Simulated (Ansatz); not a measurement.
# Equation of state of Ti

```
Ti
1.0
     0.00000    2.03000    2.03000
     2.03000    0.00000    2.03000
     2.03000    2.03000    0.00000
Ti
1
Cartesian
  0.0000 0.0000 0.0000
```

The cell comes from COD entry 1534878, which wasn't checked; take it as a given geometry.

All numbers are computed: DFT, LDA, all-electron LAPW, scalar-relativistic (Ansatz 0.2.0); DFT, LDA, PAW with Ansatz's default frozen-core files, scalar-relativistic (Ansatz 0.2.0).

For LAPW: a Γ-centred 15×15×15 k mesh, Fermi–Dirac smearing of 0.05 eV, basis error target 0.25 meV/atom, no spin polarisation. PAW takes a cutoff of 420 eV at this cell (files made with PBE, cores remade for this functional). The Ansatz runs share mesh, smearing and spin set-up. Plane-wave (PAW) pressures include the program's estimate of the Pulay term.

The cell above is scaled evenly, with fractional coordinates and shape held.

Task: Estimate the equilibrium volume and bulk modulus that LAPW (all electrons) gives for this fixed shape.

Result: V0 = 16.03 Å³/atom, B0 = 122 GPa, B0′ = 3.3, from a third-order Birch–Murnaghan fit to these pressures:
| V/V(cell) | V (Å³/atom) | P, LAPW (GPa) | P, PAW (GPa) |
| --- | --- | --- | --- |
| 0.9400 | 15.727 | 2.43 | 2.41 |
| 0.9405 | 15.735 | 2.36 | 2.34 |
| 0.9600 | 16.062 | -0.21 | -0.22 |
| 0.9700 | 16.229 | -1.44 | -1.45 |
| 0.9800 | 16.396 | -2.62 | -2.63 |
| 0.9900 | 16.564 | -3.75 | -3.76 |
| 1.0000 | 16.731 | -4.82 | -4.83 |
| 1.0100 | 16.898 | -5.85 | -5.86 |
| 1.0200 | 17.065 | -6.84 | -6.85 |
| 1.0300 | 17.233 | -7.78 | -7.79 |
| 1.0400 | 17.400 | -8.68 | -8.68 |
| 1.0600 | 17.735 | -10.35 | -10.36 |

PAW's V0 lies -0.01 % from the all-electron value and its B0 0.0 %. Symmetry fixes shape and coordinates here, so this is the relaxed modulus.
